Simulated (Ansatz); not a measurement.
An Ansatz (a quantum-chemistry and plane-wave program) run. Input:

Ansatz 0.2 input:
```yaml
crystal:
  lattice:
    - [3.9368622853, 0.0, 0.0]
    - [0.0, 3.9368622853, 0.0]
    - [0.0, 0.0, 3.9368622853]
  atoms:
    - { symbol: Cu, position: [0.0, 0.0, 0.0] }
    - { symbol: Au, position: [0.5, 0.5, 0.0] }
    - { symbol: Au, position: [0.0, 0.5, 0.5] }
    - { symbol: Au, position: [0.5, 0.0, 0.5] }
kpoints:
  mp_grid: { grid: [18, 18, 18] }
hamiltonian:
  xc: lda
  pseudopotentials: { kind: paw }
scf:
  occupations: { method: fermi_dirac, width: 0.1 }
elastic: { mode: relaxed_ion, stencil: two_point, amplitude: 0.005, f_tol: 0.0005 }
```

Output (shortened):

```
Pseudopotential: Cu, paw, valence charge 19
Pseudopotential: Au, paw, valence charge 19
Functional definition: SPW92
Crystal: 4 atoms, lattice volume = 61.017 Å³
Basis set: ecut = 420 eV, 1213 PW (Γ)
Bands: 46, of which v1, the nominal top of the filled ones, is band 38 counted from 1 (37 counted from 0)
Symmetry: 48 space group operations
Space group: Pm-3m (ITA 221), of the structure as read, at distance tolerance 3.9e-5 Å
k-points: 220 of 5832
SCF 1 converged in 12 iterations: F = -45150.681473 eV  dr2 = 2.71e-14
Crystal: 4 atoms, lattice volume = 60.712 Å³
Symmetry: 16 space group operations
k-points: 550 of 5832
SCF 2 converged in 12 iterations: F = -45150.680226 eV  dr2 = 1.70e-14
Crystal: 4 atoms, lattice volume = 61.322 Å³
SCF 3 converged in 8 iterations: F = -45150.680588 eV  dr2 = 4.62e-14
Crystal: 4 atoms, lattice volume = 61.017 Å³
Symmetry: 8 space group operations
k-points: 910 of 5832
SCF 4 converged in 9 iterations: F = -45150.681235 eV  dr2 = 2.58e-14
Crystal: 4 atoms, lattice volume = 61.017 Å³
SCF 5 converged in 9 iterations: F = -45150.681235 eV  dr2 = 1.16e-14
SCF converged after 12 iterations
Free energy (F): -45150.681473 eV
Harris-Foulkes:  -45150.681473 eV  (|F-HF|=7.28e-12)
Internal energy: -45150.646886 eV  (E = F + TS)
E sigma→0 (E₀):  -45150.664180 eV
Entropy (-TS):   -0.034586 eV (-8.647 meV/atom)
Fermi energy:    20.510489 eV
--- Per-component energies (eV) ---
  E_band       = -930.869283
  E_kinetic    = 2118.024322
  E_local      = -9147.119828  (includes V_loc(G=0)·N_el)
  E_nonlocal   = 643.268482
  E_hartree    = 3980.166184
  E_xc         = -770.592572
  E_vxc        = -942.371983  (∫ρ·V_xc dr)
  E_paw        = -29868.620720  (= ΣΔE_a)
  E_vpaw       = -1563.006828  (= ΣTr[D̂ρ^β])
  E_aug_tail   = 0.004167  (compensation charges beyond the density's cutoff)
  E_ewald      = -12107.794735
  E_core_change = 2.017813  (= ΣΔE_core)
  E_smearing   = -0.034586  (= −TS)
  E_closure    = 0.000000  (closes the sum)
  Σ components = -45150.681473   (vs F -45150.681473, Δ=0.00e0)
--- Forces (eV/Å), atoms counted from 1 ---
  atom   1  Cu     0.00000000     0.00000000     0.00000000
  atom   2  Au     0.00000000     0.00000000     0.00000000
  atom   3  Au     0.00000000     0.00000000     0.00000000
  atom   4  Au     0.00000000     0.00000000     0.00000000
  max |Σ_I F_I| component: 0.0 eV/Å
--- Stress (GPa, compression-positive) ---
        0.088906       0.000000       0.000000
        0.000000       0.088906       0.000000
        0.000000       0.000000       0.088906
  P = ⅓ Tr σ = 0.0889 GPa (0.889 kbar)
--- Band table (eV; the first three rows and the last of 220) ---
  k-point 0: bands = ["-90.8409", "-85.4839", "-85.4632", "-85.4632", "-48.6770", "-48.6770", "-48.6770", "-36.9222", "-36.9222", "-36.9222", "-36.7657", "-36.7657", "-36.7657", "-36.6948", "-36.6948", "-36.6948", "10.1191", "12.6357", "13.5039", "13.5039", …
  k-point 1: bands = ["-90.8409", "-85.4837", "-85.4633", "-85.4632", "-48.6770", "-48.6770", "-48.6770", "-36.9212", "-36.9212", "-36.9205", "-36.7659", "-36.7659", "-36.7657", "-36.6966", "-36.6955", "-36.6955", "10.1571", "12.6592", "13.5145", "13.5242", …
  k-point 2: bands = ["-90.8409", "-85.4833", "-85.4637", "-85.4632", "-48.6770", "-48.6770", "-48.6770", "-36.9184", "-36.9184", "-36.9157", "-36.7667", "-36.7667", "-36.7659", "-36.7019", "-36.6976", "-36.6976", "10.2701", "12.7283", "13.5459", "13.5848", …
  k-point 219: bands = ["-90.8408", "-85.4700", "-85.4700", "-85.4700", "-48.6771", "-48.6771", "-48.6771", "-37.0128", "-36.8778", "-36.8778", "-36.8778", "-36.7260", "-36.7260", "-36.6875", "-36.6875", "-36.6875", "12.8893", "12.9358", "12.9358", "12.9358", …
--- Elastic constants: 2 strain directions × 2 members + reference (group order 48) ---
  dense FFT box of the reference and of every strained cell: 27×27×27
  strains applied: 11, 23; error gains: componentwise 1.00 (the most a stress slope's error grows in a printed constant), spectral 1.73 (1 for all six strains …
  C = ∂σ_k/∂η_j (tension-positive GPa; Voigt order 11 22 33 23 13 12):
       223.615    176.714    176.714      0.000      0.000      0.000
       176.714    223.615    176.714      0.000      0.000      0.000
       176.714    176.714    223.615      0.000      0.000      0.000
         0.000      0.000      0.000     49.799      0.000      0.000
         0.000      0.000      0.000      0.000     49.799      0.000
         0.000      0.000      0.000      0.000      0.000     49.799
  reference stress σ⁰ (GPa):     -0.089     -0.089     -0.089      0.000      0.000      0.000
  moduli (Voigt/Reuss/Hill, GPa): K = 192.35/192.35/192.35   G = 39.26/34.36/36.81   E = 103.81   ν = 0.410
  mechanically stable: yes (min eigenvalue of sym C = 46.90 GPa)
  strain η (Voigt 11):  stress-route row diagonal C_11 = 223.62 GPa, energy-path curvature d²(F+E_count+ΔE)/dδ²/Ω₀ = 223.48 GPa
         δ    σ_11 (GPa)             F (eV)   n_scf  n_hpsi   n_pw
    -5.000e-3      -1.2248      -45150.6802259      12  553487   1213   relax 0 steps, max|allowed force component| 0.0 eV/Å
     5.000e-3       1.0114      -45150.6805884       8  388417   1222   relax 0 steps, max|allowed force component| 0.0 eV/Å
  strain η (Voigt 23):  stress-route row diagonal C_44 = 49.80 GPa, energy-path curvature d²(F+E_count+ΔE)/dδ²/Ω₀ = 49.61 GPa
         δ    σ_23 (GPa)             F (eV)   n_scf  n_hpsi   n_pw
    -5.000e-3      -0.2490      -45150.6812353       9  763638   1213   relax 0 steps, max|allowed force component| 0.0 eV/Å
     5.000e-3       0.2490      -45150.6812353       9  780303   1213   relax 0 steps, max|allowed force component| 0.0 eV/Å
```

Cost: around 9 core-minutes (rough) on shared cores.

The workflow started from a Materials Project entry (that database holds measured and hypothetical structures alike); the Crystallography Open Database files this formula in space group No. 221, but the cells were not matched. Its standing as an ambient phase is unchecked. The LDA relaxation kept the symmetry of its start; of distortions, only those at the zone centre were tested. No spin polarisation was allowed. As this level gives no gap, shear constants depend on the k-mesh and smearing (Fermi–Dirac, 0.1 eV here). Scalar-relativistic: spin–orbit coupling is off unless named, which matters more the heavier the elements.

Potentials: the later of the program's two PAW sets.

Ansatz is a plane-wave DFT program.
